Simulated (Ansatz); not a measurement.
CdS:
```
CELL_PARAMETERS angstrom
      0.00000     2.72673     2.72673
      2.72673     0.00000     2.72673
      2.72673     2.72673     0.00000
ATOMIC_POSITIONS crystal
  Cd 0.00000 0.00000 0.00000
  S  0.50000 0.50000 0.50000
```

x, y and z are the axes in which the lattice vectors are written.

Give the high-frequency dielectric tensor and the Born effective charge tensors of the independent atoms from DFPT, the program Ansatz at the r²SCAN level (PAW).


ε∞:
```
7.77  0.00  0.00
0.00  7.77  0.00
0.00  0.00  7.77
```
Z* of atom 1 (Cd), rows: field, columns: displacement, in e:
```
2.89  0.00  0.00
0.00  2.89  0.00
0.00  0.00  2.89
```
Z* of atom 2 (S), rows: field, columns: displacement, in e:
```
-2.89   0.00   0.00
 0.00  -2.89   0.00
 0.00   0.00  -2.89
```

Static charges for comparison (Bader): Cd1 +1.03, S2 -1.03 e. Born charges measure polarisation by displacement and can exceed these by far.

Space group Fm-3m (rock salt). This is a known high-pressure phase of the composition, computed here at zero pressure and temperature. The r²SCAN relaxation kept the symmetry of its start; phonons on a q-mesh show no instability. Scalar-relativistic: spin–orbit coupling is off unless named, which matters more the heavier the elements.

Potentials: the later of the program's two PAW sets.
